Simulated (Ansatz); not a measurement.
Space group I4/mmm (No. 139). a = 4.179 Å, b = 4.179 Å, c = 13.133 Å, α = 90.00°, β = 90.00°, γ = 90.00°
```json
{"atom": "Ba", "site": "4e", "symmetry": "4mm", "x": "0.0000", "y": "0.0000", "z": "0.1385"}
{"atom": "Ru", "site": "2b", "symmetry": "4/mmm", "x": "0.5000", "y": "0.5000", "z": "0.0000"}
{"atom": "N", "site": "4e", "symmetry": "4mm", "x": "0.5000", "y": "0.5000", "z": "0.1382"}
```

Equation of state of this Ba2RuN2 structure (not necessarily the ground state), with shape and atoms relaxed at each volume where symmetry leaves them free. Level of theory: Ansatz 0.2.0, DFT PBE, scalar-relativistic, plane waves, PAW.

Cutoff 420 eV; k points 12×12×12 on the computed 5-atom cell (Γ-centred); Gaussian smearing, width 0.10 eV; no spin polarisation.

| V (Å³/atom) | E − E(largest V) (meV/atom) | P (GPa) | gap on mesh (eV) |
| --- | --- | --- | --- |
| 20.178 | 39.31 | 9.55 | 0.00 |
| 20.866 | 4.98 | 6.52 | 0.00 |
| 21.554 | -17.37 | 3.96 | 0.00 |
| 22.242 | -29.58 | 1.82 | 0.00 |
| 22.930 | -33.30 | -0.01 | 0.00 |
| 23.618 | -29.83 | -1.55 | 0.00 |
| 24.306 | -20.34 | -2.83 | 0.00 |
| 25.223 | 0.00 | -4.21 | 0.02 |

Problem. Fit a third-order Birch–Murnaghan equation to E(V).

Solution. V0 = 22.92 Å³/atom, B0 = 55 GPa, B0' = 4.7.

Spin-orbit coupling is left out, which matters for the bands of heavy elements.

Cost: 8 runs of about 10 core-minutes in all, on Intel Xeon 6975P-C (Granite Rapids) (shared hosts).